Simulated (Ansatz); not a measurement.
The start is a generated trial cell of TaN in the AFLOW prototype AB_hP6_154_a_b (B9, as in HgS). The cell and all atomic positions are relaxed at zero pressure with PBEsol (plane waves to 420 eV, PAW, scalar-relativistic; Ansatz, a first-principles code). The first steps use a coarse 8×8×3 k-mesh.

Input geometry:
```
CELL_PARAMETERS angstrom
      3.32721     0.00000     0.00000
     -1.66360     2.88145     0.00000
      0.00000     0.00000     7.62248
ATOMIC_POSITIONS crystal
  N  0.71980 0.00000 0.66667
  N  0.00000 0.71980 0.33333
  N  0.28020 0.28020 0.00000
  Ta 0.48890 0.00000 0.16667
  Ta 0.00000 0.48890 0.83333
  Ta 0.51110 0.51110 0.50000
```

| Property | Result |
|---|---|
| Initial pressure | +6 GPa (positive: the cell is compressed) |
| Outcome | The space group goes from P3₂21 (No. 154) to Fm-3m (No. 225); the end is rock salt type, with 2 atoms in the primitive cell |
| Energy released | 0.60 to 0.61 eV/atom (the two k-meshes of the run give this range) |
| Volume change | -14.1 %, from 12.18 to 10.46 Å³/atom |
| Shortest distances (start → end) | The closest pairs of elements (up to four, under 3.6 Å), start → end: N–Ta 1.90 → 2.19 Å; N–N 3.01 → 3.09 Å; Ta–Ta 3.04 → 3.09 Å |
| Band gap at the end | no gap (metallic) |
| Optimiser moves | 11 |

The end point of the relaxation:

Space group Fm-3m (No. 225); a = b = c = 4.3746 Å, α = β = γ = 90.00°

| atom | site | symmetry | x | y | z |
|---|---|---|---|---|---|
| N | 4a | m-3m | 0.0000 | 0.0000 | 0.0000 |
| Ta | 4b | m-3m | 0.5000 | 0.5000 | 0.5000 |
(The calculation used a cell of 2 atoms; values per cell refer to that cell.)

Final values are on a 18×18×18 k-mesh of the relaxed cell. No spin polarisation in the result.

The run could not lose the symmetry of its start.
